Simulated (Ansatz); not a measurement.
Relaxed-ion elastic tensor of BRh (NiAs type, space group No. 194) in GPa (Voigt order), LDA (plane waves, PAW; program Ansatz); density 9.66 g/cm³, 9.77 Å³ per atom.

```
491  232  275  0.0  0.0  0.0
232  491  275  0.0  0.0  0.0
275  275  345  0.0  0.0  0.0
0.0  0.0  0.0  175  0.0  0.0
0.0  0.0  0.0  0.0  175  0.0
0.0  0.0  0.0  0.0  0.0  129
```

Task: Is the crystal mechanically stable?

Result: Yes: the smallest eigenvalue of C is 101 GPa.

Task: Work out the Voigt, Reuss and Hill averages.

Result: K_V = 321, K_R = 313, K_H = 317; G_V = 132, G_R = 107, G_H = 120 GPa.

Task: Give Young's modulus, Poisson's ratio, Pugh's ratio and the universal anisotropy index.

Result: E = 9KG/(3K + G) = 319 GPa; ν = 0.33; K/G = 2.65 (ductile by the Pugh limit of 1.75); A_U = 5G_V/G_R + K_V/K_R − 6 = 1.18.

Task: Estimate the sound speeds and the Debye temperature.

Result: v_l = √((K + 4G/3)/ρ) = 7030 m/s, v_t = √(G/ρ) = 3520 m/s, mean 3950 m/s; Θ = (h/k)(3n/4πV)^(1/3) v_m = 550 K.

Task: How much does each axis shrink under pressure?

Result: Linear compressibilities β_i = Σ_j S_ij (j = 1 to 3): x 0.71, y 0.71, z 1.8 per TPa.

Space group P6_3/mmc (NiAs type). The first step of the workflow began from a Materials Project structure, measured or hypothetical; the Crystallography Open Database copy checked does not list it. Whether it is the stable phase at ambient conditions was not checked. Symmetry was held in the LDA relaxation; its stability against distortions is not shown here. No spin polarisation was allowed. As this level gives no gap, shear constants depend on the k-mesh and smearing (Fermi–Dirac, 0.1 eV here).

Potentials: the later of the program's two PAW sets.
